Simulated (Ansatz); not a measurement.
An Ansatz input:

```yaml
crystal:
  lattice:
    - [3.6686451922, 0.0, 0.0]
    - [0.0, 3.6686451922, 0.0]
    - [0.0, 0.0, 3.6686451922]
  atoms:
    - { symbol: Sr, position: [0.0, 0.0, 0.0] }
hamiltonian:
  xc: lda
  pseudopotentials:
    kind: paw_fr
    azcp:
      Sr: "pseudopotentials/Sr.paw.azcp"
basis:
  ecutwfc: 420
  fft_grid_basis: typed
kpoints:
  mp_grid: { grid: [9, 9, 9], shift: [0, 0, 0] }
magnetization:
  noncollinear: true
  spin_orbit: true
scf:
  occupations: { method: fermi_dirac, width: 0.1 }
```

and its output:

```
Warning: the record states the generating functional pbe (its physics header spells it `PBE`), which answers neither for hamiltonian.xc's functional nor for the lda family's — results may be inconsistent (PPs are generated against a specific XC)
Engine: ansatz 0.2.0, aarch64-unknown-linux-gnu
Pseudopotentials: kind: paw_fr
Pseudopotential: Sr, paw_fr, valence charge 10, recommended cutoff 420 eV (normal) 
Functional definition: SPW92
  exchange = slater_x
  correlation = pw_c
non-collinear run that drives no moment, with spin-orbit: no starting moment large enough to seed its density (crystal.atoms[].spin), no starting occupations that ask for one, no magnetisation constraint and no magnetic field, so the semilocal B_xc is pinned to zero
Crystal: 1 atoms, lattice volume = 49.376 Å³
Basis set: ecut = 420 eV, 949 PW (Γ)
Bands: 18, of which v1, the nominal top of the filled ones, is band 10 counted from 1 (9 counted from 0)
Symmetry: 48 space group operations + 48 with time reversal
Magnetic group: BNS 221.93 (UNI 1595), of the structure as read, at distance tolerance 3.7e-5 Å
k-points: 35 of 729
Projection manifold: j_resolved (fully-relativistic pseudo-atomic orbitals)
Non-local potential: Sr, projectors of the file, l = 0: 3, l = 1: 4, l = 2: 4
PAW form: soft (Blöchl's): semilocal exchange-correlation on the pseudo side does not see the compensation charge
PAW frozen core: Sr, regenerated for the run's functional, and the local potential with it (the file was generated under x = pbe(κ = 0.804, μ = 0.2195149727645171), c = pbe(β = 0.06672455060314922))
PAW one-centre angular grid: Sr, 110 points (default); XC on 64 Gauss nodes
Initial density: superposition of atomic densities (chi_scale 0.1, normalization cell)
Initial wavefunctions: pseudopotential atomic-orbital guess
Functional: x = slater, c = lda
SCF iter   1: F=—  HF=-3444.542567 eV  |F-HF|=—  |Δ(HF+E_count)|=         —  Δρ=5.87e-3  dr2=3.19e-2  dr2_m=0.00e0 (ungated)  ethr=3.10e-3  |M|=0.00e0 ∫|m|=0.00e0 μB  |m|>n=0.0e0 m-floor=0.0e0 τ_xc=0.0e0  β_m=0.30  ⟨swp⟩=8.2  Hψ=2278  notcnv=0
SCF iter   2: F=—  HF=-3444.542491 eV  |F-HF|=—  |Δ(HF+E_count)|=   7.56e-5  Δρ=4.85e-3  dr2=2.32e-2  dr2_m=0.00e0 (ungated)  ethr=3.19e-4  |M|=0.00e0 ∫|m|=0.00e0 μB  |m|>n=0.0e0 m-floor=0.0e0 τ_xc=0.0e0  β_m=0.42  ⟨swp⟩=1.0  Hψ=456  notcnv=0
SCF iter   3: F=—  HF=-3444.540404 eV  |F-HF|=—  |Δ(HF+E_count)|=   2.09e-3  Δρ=1.57e-3  dr2=2.80e-3  dr2_m=0.00e0 (ungated)  ethr=2.32e-4  |M|=0.00e0 ∫|m|=0.00e0 μB  |m|>n=0.0e0 m-floor=0.0e0 τ_xc=0.0e0  β_m=0.77  ⟨swp⟩=1.0  Hψ=315  notcnv=0
SCF iter   4: F=—  HF=-3444.540081 eV  |F-HF|=—  |Δ(HF+E_count)|=   3.24e-4  Δρ=1.69e-4  dr2=1.37e-5  dr2_m=0.00e0 (ungated)  ethr=2.80e-5  |M|=0.00e0 ∫|m|=0.00e0 μB  |m|>n=0.0e0 m-floor=0.0e0 τ_xc=0.0e0  β_m=0.71  ⟨swp⟩=1.3  Hψ=328  notcnv=0
SCF iter   5: F=—  HF=-3444.540089 eV  |F-HF|=—  |Δ(HF+E_count)|=   8.52e-6  Δρ=4.77e-5  dr2=7.68e-7  dr2_m=0.00e0 (ungated)  ethr=1.37e-7  |M|=0.00e0 ∫|m|=0.00e0 μB  |m|>n=0.0e0 m-floor=0.0e0 τ_xc=0.0e0  β_m=0.67  ⟨swp⟩=2.1  Hψ=531  notcnv=0
SCF iter   6: F=-3444.540089 eV  HF=-3444.540089 eV  |F-HF|=1.77e-10  |Δ(HF+E_count)|=   2.17e-7  Δρ=1.35e-5  dr2=2.58e-8  dr2_m=0.00e0 (ungated)  ethr=1.00e-9  |M|=0.00e0 ∫|m|=0.00e0 μB  |m|>n=0.0e0 m-floor=0.0e0 τ_xc=0.0e0  ⟨swp⟩=3.0  Hψ=769  notcnv=0
SCF 1 converged in 6 iterations: F = -3444.540089 eV  dr2 = 2.58e-8
SCF converged after 6 iterations
Magnetization: |M| = 0.0000 μB,  M = (+0.0000, +0.0000, +0.0000) μB
Absolute magnetization: 0.0000 μB (∫|m|)
  site 0: m = (+0.0000, +0.0000, +0.0000) μB, |m| = 0.0000 μB  (R = 1.51 Å)
Free energy (F): -3444.540089 eV
Harris-Foulkes:  -3444.540089 eV  (|F-HF|=1.77e-10)
Internal energy: -3444.502727 eV  (E = F + TS)
E sigma→0 (E₀):  -3444.521408 eV
Entropy (-TS):   -0.037362 eV (-37.362 meV/atom)
Fermi energy:    5.495597 eV
--- Per-component energies (eV) ---
  E_band       = -131.419398
  E_kinetic    = 242.850258
  E_local      = -762.162034  (includes V_loc(G=0)·N_el)
  E_nonlocal   = 206.823443
  E_hartree    = 191.916320
  E_xc         = -169.641939
  E_vxc        = -159.315643  (∫ρ·V_xc dr)
  E_paw        = -2597.755917  (= ΣΔE_a)
  E_vpaw       = -43.447483  (= ΣTr[D̂ρ^β])
  E_aug_tail   = -0.000002  (compensation charges beyond the density's cutoff)
  E_ewald      = -556.827871
  E_core_change = 0.295015  (= ΣΔE_core)
  E_smearing   = -0.037362  (= −TS)
  E_closure    = -0.000000  (closes the sum)
  Σ components = -3444.540089   (vs F -3444.540089, Δ=0.00e0)
```

Launched by

```sh
ansatz run input.yaml --threads 2 --pin off --max-ram 5120MiB --backend cpu --events-out ev --progress --plain --runs-dir out
```

On 2 threads of Arm Neoverse V1 (shared host) this took about 2.2 s of wall time and 3.5 s of CPU time.
